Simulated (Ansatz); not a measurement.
**Computed properties of ScSi$_{2}$**

ScSi₂:
```
CELL_PARAMETERS angstrom
      3.97335     0.00000     0.00000
     -1.98668     3.44103     0.00000
      0.00000     0.00000     3.51317
ATOMIC_POSITIONS crystal
  Sc 0.00000 0.00000 0.00000
  Si 0.33333 0.66667 0.50000
  Si 0.66667 0.33333 0.50000
```

Space group P6/mmm (No. 191); conventional cell a = b = 3.973 Å, c = 3.513 Å, α = β = 90.00°, γ = 120.00°.

Method: the program Ansatz at the LDA level (PAW). Geometry: relaxed at this level of theory. Other levels are named where they apply.

### Cell and energy

- Volume per atom = 16.01 Å³
- Density = 3.50 g/cm³
- Formation energy from the elements (no fitted shifts) = -0.47 eV/atom

### Electronic structure

- Electronic character = metallic (no gap)
- Density of states at the Fermi level = 0.63 states/eV per atom (mean over ±0.08 eV)

### Mechanics

* **Bulk modulus (Birch–Murnaghan fit)**: 102 GPa
* **Pressure derivative B′**: 4.0
* **Elastic constants (relaxed ions, GPa)**: C11 = 132, C12 = 169, C13 = 56.3, C33 = 139, C44 = 36.5
* **Mechanical stability**: unstable (C has a negative eigenvalue)

### Phonons

* **Highest zone-centre frequency**: 463 cm⁻¹
* **Zone-centre stability**: no imaginary mode at Γ

The workflow started from an entry of the Crystallography Open Database (COD). Whether it is the stable phase at ambient conditions was not checked. The cell was relaxed with LDA under the symmetry of its start. The run is not spin-polarised. As this level gives no gap, shear constants depend on the k-mesh and smearing (Fermi–Dirac, 0.1 eV here). As this level gives no gap, phonon frequencies hold no LO–TO term and depend on the k-mesh and smearing (Fermi–Dirac, 0.1 eV here). The references are the lowest solids computed at this level, not always the standard phases.

Potentials: the later of the program's two PAW sets.
